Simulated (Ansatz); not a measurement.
Al$_{2}$Au:
```xyz
3
Lattice="0.0000 2.9780 2.9780 2.9780 0.0000 2.9780 2.9780 2.9780 0.0000" Properties=species:S:1:pos:R:3 pbc="T T T"
Au     0.0000     0.0000     0.0000
Al     1.4890     1.4890     1.4890
Al     4.4670     4.4670     4.4670
```

Relaxed with LDA. Special points in fractions of this cell's reciprocal vectors: Γ (0.000, 0.000, 0.000); X (0.500, 0.000, 0.500); U (0.625, 0.250, 0.625); K (0.375, 0.375, 0.750); L (0.500, 0.500, 0.500); W (0.500, 0.250, 0.750).

Task: List the band energies nearest the Fermi level at these points for DFT-LDA in the program Ansatz with PAW potentials.

Result: In eV from the Fermi level; about four levels below and three above (degenerate sets whole), none deeper than 8.9 eV; points with the same levels are listed once.

```tsv
k	below	above
Γ	-6.73 -6.73 -6.73 -5.75 -5.75	2.26 2.93 2.93 2.93
X	-5.43 -5.13 -2.16 -2.16	1.36 2.09 7.64
U	-5.64 -4.68 -3.44 -1.40	1.89 4.40 6.06
L	-6.49 -6.49 -5.62 -5.62 -5.57	0.34 0.34 3.26
W	-5.30 -4.08 -4.08 -2.22	4.19 4.19 5.25
```

Space group Fm-3m (fluorite or antifluorite type). The LDA relaxation kept the symmetry of its start; of distortions, only those at the zone centre were tested. Scalar-relativistic: spin–orbit coupling is off unless named, which matters more the heavier the elements.

Potentials: the later of the program's two PAW sets.
